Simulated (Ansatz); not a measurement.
## Structure relaxation, MoRu

The relaxed structure here is a generated cell of MoRu: the first start was made by placing the elements on the sites of a structure type, and the end was not matched to a known phase here, so it may be hypothetical.

The start is a generated cell, MoRu placed in the AFLOW prototype AB_oP8_62_c_c (B16, as in GeS). Cell shape, volume and atoms are optimised at zero target pressure with PBE (plane waves to 420 eV, PAW, scalar-relativistic; Ansatz, a quantum-chemistry and plane-wave program). The first steps use a coarse 4×10×9 k-mesh.

Input geometry:
```yaml
crystal:
  lattice:
    - [9.29910, 0.00000, 0.00000]
    - [0.00000, 3.24844, 0.00000]
    - [0.00000, 0.00000, 3.82851]
  atoms:
    - { symbol: Mo, position: [0.37500, 0.25000, 0.33300] }
    - { symbol: Mo, position: [0.87500, 0.25000, 0.16700] }
    - { symbol: Mo, position: [0.62500, 0.75000, 0.66700] }
    - { symbol: Mo, position: [0.12500, 0.75000, 0.83300] }
    - { symbol: Ru, position: [0.13900, 0.25000, 0.38900] }
    - { symbol: Ru, position: [0.63900, 0.25000, 0.11100] }
    - { symbol: Ru, position: [0.86100, 0.75000, 0.61100] }
    - { symbol: Ru, position: [0.36100, 0.75000, 0.88900] }
```

Question: Is the relaxed structure metallic? Give its gap.

Answer: No gap (metallic).

Question: Give the final cell and atomic positions.

Answer: 
Space group Pnma (No. 62); a = 9.9107 Å, b = 2.7630 Å, c = 4.5330 Å, α = β = γ = 90.00°

```
atom  site  symmetry       x       y       z
----  ----  --------  ------  ------  ------
Mo      4c       .m.  0.1554  0.2500  0.1168
Ru      4c       .m.  0.4006  0.2500  0.1283
```

The space group stays Pnma (No. 62) (the run could not lower it), with 8 atoms in the primitive cell. Final values are on a 5×17×10 k-mesh of the relaxed cell. The start holds a very short contact (Mo–Ru 2.21 Å). No spin polarisation in the result.

The run could not lower the symmetry of its start; a shaken copy of this end point relaxes with PBE to Pmn2₁ (No. 31), 0.25 eV/atom lower.
